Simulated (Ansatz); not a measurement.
# What a change of settings does: YS

First run: DFT, r2SCAN, PAW with Ansatz's default frozen-core files, scalar-relativistic (Ansatz 0.2.0).

Command: `ansatz run input.yaml --threads 1 --pin off --max-ram 2048MiB --backend cpu --events-out ev --progress --plain --runs-dir out` It took 6.7 s on 1 thread of Arm Neoverse V1, with other jobs on the host, peak memory 0.39 GiB.

```yaml
crystal:
  lattice:
    - [0.0, 2.5469790407, 2.5469790407]
    - [2.5469790407, 0.0, 2.5469790407]
    - [2.5469790407, 2.5469790407, 0.0]
  atoms:
    - { symbol: "Y", position: [0.5, 0.5, 0.5] }
    - { symbol: S, position: [0.0, 0.0, 0.0] }
kpoints:
  mp_grid: { grid: [9, 9, 9] }
scf:
  occupations: { method: fermi_dirac, width: 0.03 }
hamiltonian:
  xc: r2scan
  pseudopotentials: { kind: paw }
output:
  forces: true
  stress: true
  write_density: true
  write_potential: true
  elf: true
  volumetric_format: npy
relax:
  f_tol: 0.01
  max_steps: 30
```

The base volume is that of a database entry, so it needn't be at zero pressure; the structure needn't be the stable phase, at rest or compressed.

This run: atoms relaxed at 0.8 of the base cell's volume.

It converges in 10 SCF iterations over all geometries at a pressure of 40.9 GPa, ending at 16.52 Å³/atom, cutoff 500 eV.

A second input differs as follows:

```diff
 kpoints:
-  mp_grid: { grid: [9, 9, 9] }
+  mp_grid: { grid: [9, 8, 10] }
 scf:
   occupations: { method: fermi_dirac, width: 0.03 }
+  max_iter: 100
 hamiltonian:
   stress: true
-  write_density: true
-  write_potential: true
-  elf: true
-  volumetric_format: npy
 relax:
```

Problem. What is wrong with it, and what does the program do?

Solution. The change was made to test a mesh that breaks the symmetry. The run converges in 8 SCF iterations over all geometries at a pressure of 40.9 GPa, ending at 16.52 Å³/atom, cutoff 500 eV, free energy +4.0 meV/atom against the first run's. Compare each number with the sound run's before taking it for a property of the system. The log ends:
```
--- Stress (GPa, compression-positive) ---
       41.229434      -0.166594       0.117245
       -0.166594      40.379212       0.056116
        0.117245       0.056116      41.017758
  P = ⅓ Tr σ = 40.8755 GPa (408.755 kbar)
--- Relaxed structure (1 steps of the walk, 1 accepted, 0 SCFs on fresh bases) ---
  F+E_penalty+E_count = -4769.14802944 eV   max|allowed force component| = 0.000e0 eV/Å
  atoms:
    - { symbol: Y, position: [0.5, 0.5, 0.5] }
    - { symbol: S, position: [0.0, 0.0, 0.0] }
```
